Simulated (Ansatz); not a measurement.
Kick test of a cell of AlIn5Sb6

It was reached by relaxing an invented guess, and it needn't be the stable form of this composition.

All numbers below come from Ansatz 0.2.0, DFT PBE, scalar-relativistic, plane waves, PAW. Plane waves to 420 eV, a k mesh through Γ of 8×8×2 on the computed 12-atom cell and Gaussian smearing (0.10 eV); no spin polarisation.

The cell below (12 atoms, space group P-4m2 (No. 115)) is relaxed within its symmetry.

```xyz
12
Lattice="4.6399 0.0000 0.0000 0.0000 4.6399 0.0000 0.0000 0.0000 19.7088" Properties=species:S:1:pos:R:3 pbc="T T T"
Al    0.0000    0.0000    0.0000
In    0.0000    0.0000   13.2086
In    2.3199    2.3199   16.5596
In    2.3199    2.3199    3.1492
In    0.0000    0.0000    6.5003
In    2.3199    2.3199    9.8544
Sb    2.3199    0.0000   18.2486
Sb    0.0000    2.3199    1.4602
Sb    2.3199    0.0000    4.8238
Sb    0.0000    2.3199    8.1772
Sb    2.3199    0.0000   11.5316
Sb    0.0000    2.3199   14.8850
```

For the test it was strained at random (σ = 1.5 % a component), the atoms were moved at random (σ = 0.10 Å), and all was relaxed again on a coarse 6×6×1 mesh (in the run’s order of axes) with 0.20 eV smearing, with no symmetry imposed.

These runs have no spin–orbit coupling, which can matter for Sb.

**Question.** Is the structure stable against such a distortion?

**Answer.** It returns, within 1 meV/atom of the unmoved cell on that mesh and with the same symmetry when read at 0.1 Å. So it is stable against the distortions that fit this cell and that this random move excites. Modes that don't fit the cell aren't tested.
